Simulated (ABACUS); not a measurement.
A self-consistent single point of Se (P1, 6 atoms in the cell; from Materials Project mp-147, changed as shown).

```yaml
crystal:
  lattice:
    - [5.65533, 3.26510, 1.61317]
    - [-5.65533, 3.26510, 1.61317]
    - [0.00000, -6.53021, 1.61317]
  atoms:
    - { symbol: Se, position: [0.85655, 0.73547, 0.10504] }
    - { symbol: Se, position: [0.14898, 0.26930, 0.90590] }
    - { symbol: Se, position: [0.09294, 0.85533, 0.72582] }
    - { symbol: Se, position: [0.90132, 0.13800, 0.26408] }
    - { symbol: Se, position: [0.73167, 0.10168, 0.86152] }
    - { symbol: Se, position: [0.26854, 0.90021, 0.13765] }
```

Method: PBEsol, numerical atomic orbitals DZP (confined pseudo-atomic orbitals with Gaussian additions; energy shift 0.01 Ry), PseudoDojo 0.4 standard norm-conserving PBEsol (tails mended) pseudopotentials run with ABACUS 3.10.1.

ABACUS settings:

| key | value |
|---|---|
| basis | DZP numerical atomic orbitals, energy shift 0.01 Ry |
| KPT | Gamma 4 4 4 0 0 0 |
| basis_type | lcao |
| ecutwfc | 100 Ry |
| smearing_method | fd |
| smearing_sigma | 0.00367493 Ry |
| potentials | PseudoDojo 0.4 standard norm-conserving PBEsol (tails mended) |
| symmetry | 1 |
| symmetry_prec | 1e-05 |
| ks_solver | genelpa |
| scf_nmax | 100 |
| scf_thr | 1.0e-06 |
| mixing_type | pulay |
| mixing_beta | 0.7 |

Results:

Number of valence electrons: 96
Number of bands: 58
Number of k-points after the program's reduction: 36
Size of the basis: 150
Number of SCF iterations: 9
Free energy E − TS: -19769.6231 eV
Top of the valence band (on the code's own zero): 6.07 eV
Gap on the k-point mesh: 1.46 eV
Pressure: 0.27 GPa
Largest force (vector length): 1.787 eV/Å

Forces (eV/Å):
| atom | Fx | Fy | Fz |
|---|---|---|---|
| Se1 | 1.052 | -0.474 | -0.995 |
| Se2 | -0.779 | 0.613 | 0.848 |
| Se3 | 0.720 | 0.492 | -0.956 |
| Se4 | -0.976 | -0.774 | 1.281 |
| Se5 | -0.641 | 0.569 | -0.849 |
| Se6 | 0.624 | -0.426 | 0.672 |

Stress (GPa, positive for compression):
```
 1.30  -1.23  -1.16
-1.23  -0.06  -0.61
-1.16  -0.61  -0.42
```

The gap is read on the k-point mesh of the run and can differ from the gap over the whole zone at this level.

For comparison: a first run was changed to give this one (atoms moved at random), and from it to this one the free energy goes up by 31.2 meV/atom, the pressure goes from -1.77 to 0.27 GPa, the largest force goes from 0.683 to 1.787 eV/Å and the gap on the mesh goes from 1.609 to 1.462 eV.

The atom-centred basis is finite, which shifts total energies, pressures, gaps and forces against plane waves. Forces above 1 eV/Å remain at this geometry, of which the finite basis can carry a part. The structure comes from a collection of computed structures, made at another level of theory; the collection holds predicted forms beside known ones.

Cost on one core: around 18 core-seconds (rough).

The atomic orbitals were generated for these runs; they are not ABACUS's published sets and were checked against plane waves on a few crystals only.

“Tails mended”: in these copies of the files the far tail of each local potential was reset to the Coulomb form.
